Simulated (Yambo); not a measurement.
Data:

```
SrMgH4
1.0
    1.97897    -6.73781     0.00000
    1.97897     6.73781     0.00000
    0.00000     0.00000     5.57623
H Mg Sr
8 2 2
Direct
  0.33397   0.66603   0.01466
  0.66603   0.33397   0.51466
  0.29950   0.70050   0.49167
  0.70050   0.29950   0.99167
  0.07402   0.92598   0.82240
  0.92598   0.07402   0.32240
  0.53860   0.46140   0.13349
  0.46140   0.53860   0.63349
  0.41502   0.58498   0.29142
  0.58498   0.41502   0.79142
  0.15106   0.84894   0.24536
  0.84894   0.15106   0.74536
```

Workflow: norm-conserving LDA (Quantum ESPRESSO, 84 Ry, without SOC), then G0W0 in Yambo (4×4×2 Γ-centred k mesh, bands 9 to 158 and a 6 Ry block in the screening, 158 bands in G with the Bruneval-Gonze terminator, plasmon pole fitted at 27.2 eV).

**Question.** Give the LDA and G0W0 gaps between the band edges found on this mesh, and say where the edges lie.

**Answer.** Edges: (-0.5, -0.5, 0) → (0, 0.25, 0). LDA: 2.49 eV; G0W0: 4.35 eV. The mesh misses an edge: along a dense path the LDA gap is 2.39 eV. Nearest settings tried, and what they do to the gap: 64 bands in W, 64 bands in G: +2 meV; 2 Ry block (53 vectors against 247): -309 meV. Not varied: mesh. So the settings aren't converged at that level. 

Geometry of the Materials Project entry, not relaxed at this level.

The structure is a Materials Project entry; no match was found in the copy of COD used, and its stability was not checked.
